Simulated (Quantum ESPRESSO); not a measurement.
# ZnCdF4 (changed cell): field gradients at the nuclei

```xyz
6
Lattice="4.9970 -0.0199 0.0000 -0.0199 4.9970 0.0000 0.0000 0.0000 3.3421" Properties=species:S:1:pos:R:3 pbc="T T T"
Cd     2.4886     2.4886     1.6711
Zn     0.0000     0.0000     0.0000
F      3.5470     3.5470     0.0000
F      1.4301     1.4301     0.0000
F      4.0822     0.8949     1.6711
F      0.8949     4.0822     1.6711
```
The cell was made here from a computed Materials Project entry: one of 2 Zn replaced by Cd, cell and atoms relaxed (PBE without dispersion, pw.x of a modified build of Quantum ESPRESSO, symmetry kept). The parent is ZnF2 in P4₂/mnm; whether this form has been observed was not checked. The swapped cell is a model, not a known phase. Stability against distortions was not tested.

Computed: field gradients by PBE PAW (JTH datasets; density from pw.x of Quantum ESPRESSO, gradients reconstructed from it by a script), 22.5 Ha, k-mesh 5×5×7 through Γ.

| site | site symmetry | Vzz (10²¹ V/m²) | η_Q | ∣C_Q∣ (MHz) |
|---|---|---|---|---|
| Cd (atom 1) | mmm | 1.37 | 0.91 | – |
| Zn (atom 2) | mmm | 3.68 | 0.36 | 13.3 (⁶⁷Zn) |
| F1 (atoms 3, 4) | 2mm | -8.68 | 0.87 | – |
| F2 (atoms 5, 6) | m2m | -8.87 | 0.08 | – |

Quadrupole moments taken as inputs (sizes, barn, from the tables of PySCF and pymatgen): ⁶⁷Zn 0.15.

Principal values are ordered |Vxx| ≤ |Vyy| ≤ |Vzz|, η = (Vxx − Vyy)/Vzz, and C_Q = eQVzz/h is given by its size. Cores are frozen. Against all-electron runs on small test molecules, this scheme's |Vzz| missed by +4 % on Zn, −6 to +4 % (−29 % in KF) on F. Cd had no test against all-electron runs. Where η passes 0.9 the sign of Vzz means little.
